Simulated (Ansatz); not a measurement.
SnO2 (anatase, space group No. 141), r²SCAN in the plane-wave PAW code Ansatz. The conduction-band minimum lies at Γ, with 1 equivalent valley. Second derivatives d²E/dk² of the lowest band at one valley (eV·Å²), along Cartesian directions:

| direction | d²E/dk² |
|---|---|
| [100] | 30.44 |
| [010] | 30.44 |
| [001] | 33.12 |
| [110] | 30.44 |
| [101] | 31.77 |
| [011] | 31.77 |

Find the principal effective masses, the density-of-states mass and the conductivity mass.

Off-diagonal terms follow from H_xy = H[110] − (H_xx + H_yy)/2, and m*/mₑ = 7.620 eV·Å² over each eigenvalue: 0.23, 0.25, 0.25. One valley's DOS mass (m₁m₂m₃)^(1/3) = 0.24, conductivity mass 3/(Σ 1/mᵢ) = 0.24 mₑ.

What effective density of states Nc follows at 300 K for parabolic valleys?

Nc = 2.509e19 × 1 × (0.24)^(3/2) ≈ 3.0e18 cm⁻³.

Space group I4_1/amd (anatase). The workflow started from a Materials Project entry (that database holds measured and hypothetical structures alike); the Crystallography Open Database copy checked does not list it. It is not the phase usual at ambient conditions (space group No. 136). The r²SCAN relaxation kept the symmetry of its start; its stability against distortions is not shown here. Spin–orbit coupling is left out wherever it is not named.

Potentials: the later of the program's two PAW sets.

Edges and masses are those of Kohn–Sham bands, whose gap is no quasiparticle gap.
